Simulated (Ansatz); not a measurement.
Is this TiGe₈Mo₃ structure a true minimum?

The structure comes from a generated guess, relaxed at this level; another structure or a mixture of phases may lie lower.

All numbers below come from Ansatz, DFT PBE, scalar-relativistic, plane waves, PAW. Cutoff 420 eV; k points 8×8×6 on the computed 12-atom cell (Γ-centred); Gaussian smearing, width 0.10 eV; no spin polarisation.

The cell below (12 atoms, space group P4/mmm (No. 123)) is relaxed within its symmetry.

```xyz
12
Lattice="4.7289 0.0000 0.0000 0.0000 4.7289 0.0000 0.0000 0.0000 8.3485" Properties=species:S:1:pos:R:3 pbc="T T T"
Ti    0.0000    0.0000    0.0000
Ge    0.0000    0.0000    5.5372
Ge    0.0000    2.3644    1.3535
Ge    2.3644    0.0000    1.3535
Ge    2.3644    2.3644    5.5179
Ge    0.0000    0.0000    2.8114
Ge    0.0000    2.3644    6.9950
Ge    2.3644    0.0000    6.9950
Ge    2.3644    2.3644    2.8306
Mo    0.0000    2.3644    4.1743
Mo    2.3644    0.0000    4.1743
Mo    2.3644    2.3644    0.0000
```

For the test it was strained at random (σ = 1.5 % a component), the atoms were moved at random (σ = 0.15 Å), and all was relaxed again on a coarse 6×6×4 mesh (in the run’s order of axes) with 0.20 eV smearing, with no symmetry imposed.

Problem. What happens?

Solution. It returns, within 1 meV/atom of the unmoved cell on that mesh and with the same symmetry when read at 0.1 Å. No instability shows in this cell; modes of other wave vectors, which need another repeat, aren't tested.
